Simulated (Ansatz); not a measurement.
input.yaml (Ansatz)

```yaml
crystal:
  lattice:
    - [5.2395751392, 0.0, 0.0]
    - [-2.6197875696, 4.5376051756, 0.0]
    - [0.0, 0.0, 8.667418021]
  atoms:
    - { symbol: Rb, position: [0.3333333333, 0.6666666667, 0.25] }
    - { symbol: Rb, position: [0.6666666667, 0.3333333333, 0.75] }
hamiltonian:
  xc: r2scan
  pseudopotentials:
    kind: paw
    azcp:
      Rb: "pseudopotentials/Rb.paw.azcp"
basis:
  ecutwfc: 500
  fft_grid_basis: typed
kpoints:
  mp_grid: { grid: [8, 8, 5], shift: [0, 0, 0] }
magnetization:
  spin_polarized: false
scf:
  occupations: { method: fermi_dirac, width: 0.1 }
  lower_state_search: "off"
output:
  stress: true
```

and its output:

```
Engine: ansatz 0.2.0, x86_64-unknown-linux-gnu
Pseudopotentials: kind: paw
Pseudopotential: Rb, paw, valence charge 9, recommended cutoff 500 eV (meta_gga) 
Functional definition: r2SCAN
  parameter k0 = 0.174
  parameter k1 = 0.065
  parameter a1 = 4.9479
  exchange = r2scan_x(k0 = k0, k1 = k1, a1 = a1)
  correlation = r2scan_c
Crystal: 2 atoms, lattice volume = 206.069 Å³
Basis set: ecut = 500 eV, 5275 PW (Γ), exchange–correlation on 160×160×256 points (64 copies of the dense FFT grid, shifted against one another)
Bands: 13, of which v1, the nominal top of the filled ones, is band 9 counted from 1 (8 counted from 0)
Symmetry: 24 space group operations
Space group: P63/mmc (ITA 194), of the structure as read, at distance tolerance 5.9e-5 Å
k-points: 30 of 320
Non-local potential: Rb, projectors of the file, l = 0: 3, l = 1: 2, l = 2: 2
PAW form: soft (Blöchl's): semilocal exchange-correlation on the pseudo side does not see the compensation charge
PAW frozen core: Rb, regenerated for the run's functional (the file was generated under x = pbe(κ = 0.804, μ = 0.2195149727645171), c = pbe(β = 0.06672455060314922))
PAW one-centre angular grid: Rb, 302 points (default); XC on 160 Gauss nodes
Initial density: superposition of atomic densities (neutral atoms: chi_scale 0, normalization atom), corrected by the library's trained network
Initial wavefunctions: pseudopotential atomic-orbital guess
Functional: x = r2scan, c = r2scan; τ floored in thin density (d = 2e-4 eV/Å³)
SCF iter   1: F=-6556.006766 eV  HF=-6555.996179 eV  |F-HF|=1.06e-2  |Δ(HF+E_count)|=         —  Δρ=2.16e-3  dr2=4.65e-3  dr2_τ=1.01e-3  ethr=1.77e-3  ⟨swp⟩=7.7  Hψ=2776  notcnv=0
SCF iter   2: F=-6556.009655 eV  HF=-6556.006413 eV  |F-HF|=3.24e-3  |Δ(HF+E_count)|=   1.02e-2  Δρ=1.44e-3  dr2=2.60e-3  dr2_τ=1.48e-4  ethr=2.58e-5  ⟨swp⟩=2.3  Hψ=1139  notcnv=0
SCF iter   3: F=-6556.010125 eV  HF=-6556.010022 eV  |F-HF|=1.04e-4  |Δ(HF+E_count)|=   3.61e-3  Δρ=3.64e-4  dr2=2.91e-4  dr2_τ=7.01e-5  ethr=1.45e-5  ⟨swp⟩=2.0  Hψ=827  notcnv=0
SCF iter   4: F=-6556.010154 eV  HF=-6556.010180 eV  |F-HF|=2.64e-5  |Δ(HF+E_count)|=   1.59e-4  Δρ=1.42e-4  dr2=1.48e-4  dr2_τ=1.34e-5  ethr=1.62e-6  ⟨swp⟩=2.4  Hψ=764  notcnv=0
SCF iter   5: F=-6556.010179 eV  HF=-6556.010174 eV  |F-HF|=4.85e-6  |Δ(HF+E_count)|=   6.50e-6  Δρ=3.38e-5  dr2=4.01e-6  dr2_τ=1.87e-7  ethr=8.24e-7  ⟨swp⟩=2.2  Hψ=724  notcnv=0
SCF iter   6: F=-6556.010247 eV  HF=-6556.010248 eV  |F-HF|=1.04e-6  |Δ(HF+E_count)|=   7.40e-5  Δρ=1.72e-5  dr2=1.80e-6  dr2_τ=3.35e-8  ethr=2.23e-8  ⟨swp⟩=2.4  Hψ=659  notcnv=0
SCF iter   7: F=-6556.010247 eV  HF=-6556.010247 eV  |F-HF|=5.99e-8  |Δ(HF+E_count)|=   6.49e-7  Δρ=1.22e-5  dr2=2.24e-7  dr2_τ=8.23e-8  ethr=1.00e-8  ⟨swp⟩=2.3  Hψ=595  notcnv=0
SCF iter   8: F=-6556.010247 eV  HF=-6556.010247 eV  |F-HF|=5.60e-8  |Δ(HF+E_count)|=   1.54e-8  Δρ=3.14e-6  dr2=8.80e-8  dr2_τ=1.00e-10  ethr=5.56e-10  ⟨swp⟩=4.6  Hψ=1378  notcnv=0
SCF 1 converged in 8 iterations: F = -6556.010247 eV  dr2 = 8.80e-8
SCF converged after 8 iterations
Free energy (F): -6556.010247 eV
Harris-Foulkes:  -6556.010247 eV  (|F-HF|=5.60e-8)
Internal energy: -6555.949396 eV  (E = F + TS)
E sigma→0 (E₀):  -6555.979821 eV
Entropy (-TS):   -0.060852 eV (-30.426 meV/atom)
Fermi energy:    1.499907 eV
--- Per-component energies (eV) ---
  E_band       = -259.205049
  E_kinetic    = 382.234808
  E_local      = -1466.849705  (includes V_loc(G=0)·N_el)
  E_nonlocal   = 344.820155
  E_hartree    = 418.083084
  E_xc         = -245.783681
  E_vxc        = -297.214662  (∫ρ·V_xc dr)
  E_paw        = -5269.609721  (= ΣΔE_a)
  E_vpaw       = -75.005446  (= ΣTr[D̂ρ^β])
  E_aug_tail   = -0.000001  (compensation charges beyond the density's cutoff)
  E_vtau       = 16.643963  (kinetic-family band-sum trace: ∫τ·v_τ [+ j·A + Jᵃ·Aᵃ] dr)
  E_ewald      = -718.550480
  E_core_change = -0.293855  (= ΣΔE_core)
  E_smearing   = -0.060852  (= −TS)
  E_closure    = -0.000000  (closes the sum)
  Σ components = -6556.010247   (vs F -6556.010247, Δ=0.00e0)
--- Stress (GPa, compression-positive) ---
       -0.146259       0.000000       0.000000
       -0.000000      -0.146259       0.000000
        0.000000       0.000000      -0.206367
  P = ⅓ Tr σ = -0.1663 GPa (-1.663 kbar)
```

Command:

```sh
ansatz run input.yaml --threads 1 --pin off --max-ram 3584MiB --backend cpu --events-out ev --progress --plain --runs-dir out
```

On 1 thread of Intel(R) Xeon(R) Platinum 8259CL CPU @ 2.50GHz (Skylake/Cascade Lake) (shared host) this took about 17 s of wall time and 17 s of CPU time.
